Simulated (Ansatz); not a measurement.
Relaxed KZnF3 (cubic perovskite):

```
CELL_PARAMETERS angstrom
      8.25492     0.00000     0.00000
      4.12746     4.12746     0.00000
      0.00000     0.00000     4.12746
ATOMIC_POSITIONS crystal
  K  0.00000 0.00000 0.00000
  K  0.50000 0.00000 0.00000
  Zn 0.00000 0.50000 0.50000
  Zn 0.50000 0.50000 0.50000
  F  0.75000 0.50000 0.50000
  F  0.25000 0.50000 0.50000
  F  0.25000 0.00000 0.50000
  F  0.75000 0.00000 0.50000
  F  0.00000 0.50000 0.00000
  F  0.50000 0.50000 0.00000
```

A phonon eigenvector at M = (0.5, 0.5, 0.0) is frozen into this cell: atom i moves by Q times the vector below, so Q is the largest atomic displacement, in Å. The cell is held. It is one choice among 2 degenerate patterns. (q is in reciprocal vectors of the primitive cell; the cell shown is doubled to hold the pattern.)

```csv
atom,x,y,z
K1,-0.514,0.000,0.000
K2,0.514,0.000,0.000
Zn3,0.000,1.000,0.000
Zn4,0.000,-1.000,0.000
F9,0.000,-0.936,0.000
F10,0.000,0.936,0.000
```

Atoms not listed stay in place.

Method: PBE (plane waves to 420 eV, PAW, scalar-relativistic; Ansatz, a program for electronic structure). k mesh 8×8×8 (Γ-centred), Fermi-Dirac smearing 0.05 eV. The energy includes the smearing's −TS. KZnF3 was relaxed with its symmetry unable to fall. ΔE is measured from the undisplaced structure.

```tsv
Q (Å)	ΔE (meV/cell)
-0.1000	214.1
-0.0833	148.1
-0.0667	withheld
-0.0500	53.0
-0.0333	23.5
-0.0167	5.9
0.0000	0.0
0.0167	5.9
0.0333	23.5
0.0500	53.0
0.0667	withheld
0.0833	148.1
0.1000	214.1
```

Question: Fit an even polynomial form (powers 2, 4) to the given rows and predict ΔE at Q = -0.0667.

Answer: Least squares on the 11 given rows: ΔE = (21160)·Q² + (24990)·Q⁴, in meV/cell with Q in Å; root-mean-square residual 0.04 meV/cell. At -0.0667 the fit gives 94.6 meV/cell; the calculation gives 94.5 meV/cell, so the interpolation is off by 0.1 (+0.1 %). The quadratic term alone would give 94.1 meV/cell.

(For displaced atoms, the force is minus the slope of the energy, and its curvature is a force constant, which sets phonon frequencies.)
